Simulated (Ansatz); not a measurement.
## Na2ICl in Ansatz, settings compared

Input:

```yaml
crystal:
  lattice:
    - [7.22418, 0.0, 0.0]
    - [0.0, 4.430337, 0.0]
    - [4.0e-05, 0.0, 7.469603]
  atoms:
    - { symbol: Na, position: [0.53302, 0.0, 0.74363] }
    - { symbol: Na, position: [0.99824, 0.5, 0.75634] }
    - { symbol: Na, position: [0.53302, 0.0, 0.25638] }
    - { symbol: Na, position: [0.99824, 0.5, 0.24366] }
    - { symbol: I, position: [0.17386, 0.0, 0.5] }
    - { symbol: I, position: [0.357, 0.5, 0.0] }
    - { symbol: Cl, position: [0.68091, 0.5, 0.5] }
    - { symbol: Cl, position: [0.85072, 0.0, 0.0] }
  symmetry: { tolerance: 0.0003 }
kpoints:
  mp_grid: { grid: [3, 4, 3], shift: [0, 0, 0] }
magnetization:
  spin_polarized: false
scf:
  occupations: { method: fermi_dirac, width: 0.0184 }
hamiltonian:
  pseudopotentials: { kind: paw }
  xc: pbe
basis:
  ecutwfc: 420
output:
  forces: true
  stress: true
  eigenvalues: true
  write_density: true
  write_potential: true
  elf: true
  volumetric_format: npy
```

Run with:

```bash
ansatz run input.yaml --threads 1 --pin off --max-ram 2560MiB --backend cpu --events-out ev --progress --plain --runs-dir out
```

Origin of the cell: a known structure type with other elements, at an estimated volume, so it need not be a known compound.

Output of this run (shortened):

```
SCF iter   1: F=—  HF=-23142.433866 eV  Δρ=4.22e-4  dr2=5.71e-4
SCF iter   2: F=—  HF=-23142.433312 eV  Δρ=2.15e-4  dr2=1.11e-4  defer=46
SCF iter   3: F=—  HF=-23142.433391 eV  Δρ=9.68e-5  dr2=2.85e-5  defer=46
SCF iter   4: F=—  HF=-23142.433315 eV  Δρ=1.81e-5  dr2=1.62e-6  defer=46
SCF iter   5: F=—  HF=-23142.433316 eV  Δρ=6.55e-6  dr2=1.28e-7  defer=46
SCF iter   6: F=-23142.433316 eV  HF=-23142.433316 eV  Δρ=1.37e-6  dr2=3.19e-9
SCF 1 converged in 6 iterations: F = -23142.433316 eV  dr2 = 3.19e-9
SCF converged after 6 iterations
Free energy (F): -23142.433316 eV
Harris-Foulkes:  -23142.433316 eV  (|F-HF|=2.65e-9)
Internal energy: -23142.433316 eV  (E = F + TS)
E sigma→0 (E₀):  -23142.433316 eV
Fermi energy:    4.003234 eV
--- Per-component energies (eV) ---
  E_band       = -1741.024921
  E_kinetic    = 1183.122337
  E_local      = -10148.231997  (includes V_loc(G=0)·N_el)
  E_nonlocal   = 336.788041
  E_hartree    = 4290.296415
  E_xc         = -627.654899
  E_vxc        = -703.314412  (∫ρ·V_xc dr)
  E_paw        = -12005.805566  (= ΣΔE_a)
  E_vpaw       = -989.983725  (= ΣTr[D̂ρ^β])
  E_aug_tail   = 0.000042  (compensation charges beyond the density's cutoff)
  E_ewald      = -6170.947687
  E_smearing   = -0.000000  (= −TS)
  Σ components = -23142.433316   (vs F -23142.433316, Δ=0.00e0)
--- Forces (eV/Å), atoms counted from 1 ---
  atom   1  Na     0.185581    -0.000000    -0.039272
  atom   2  Na    -0.185581     0.000000     0.039272
  atom   3  Na     0.185582     0.000000     0.039271
  atom   4  Na    -0.185582    -0.000000    -0.039271
  atom   5  I     -0.022672     0.000000     0.000000
  atom   6  I      0.022672    -0.000000    -0.000000
  atom   7  Cl     0.062291    -0.000000    -0.000000
  atom   8  Cl    -0.062291     0.000000     0.000000
  max |Σ_I F_I| component: 4.16e-17 eV/Å
--- Stress (GPa, compression-positive) ---
        0.086523       0.000000      -0.000002
        0.000000      -0.777643      -0.000000
       -0.000002      -0.000000      -0.812578
  P = ⅓ Tr σ = -0.5012 GPa (-5.012 kbar)
```

The same input was run again with these changes:

1. `basis.ecutwfc` 420 → "18.4 Ry"
2. `scf.algorithm` default → density_mixing; `scf.occupations.method` fermi_dirac → methfessel_paxton; `scf.occupations.width` 0.0184 → 0.1
3. `crystal.symmetry` { tolerance: 0.0003 } → { detect: false }; `scf.algorithm` default → density_mixing
4. `scf.lower_state_search` default → "off"; `crystal.symmetry` { tolerance: 0.0003 } → { detect: false }

```
 run        end  SCF iterations  P (GPa)  max force component (eV/Å)  moment (μB)  ΔE(σ→0) (meV/atom)
base  converged               6    -0.50                       0.186            –                   0
   1  converged               6    -0.68                       0.176            –              467.94
   2  converged               6    -0.50                       0.186            –                0.00
   3  converged               6    -0.50                       0.186            –                0.00
   4  converged               6    -0.50                       0.186            –                0.00
```

Energies are compared only where functional, datasets, charge and starting cell are the same.

Not properties of the system: run 1 (too coarse or loose: `basis.ecutwfc` = "18.4 Ry").

Caveats of the base run: no spin-orbit coupling, though heavy elements are present.

Run 1: the cutoff lies below the datasets' advice.

The base run took 9.7 s on 1 thread of Arm Neoverse V2, with other jobs on the host, peak memory 0.45 GiB, from the program's own first density.
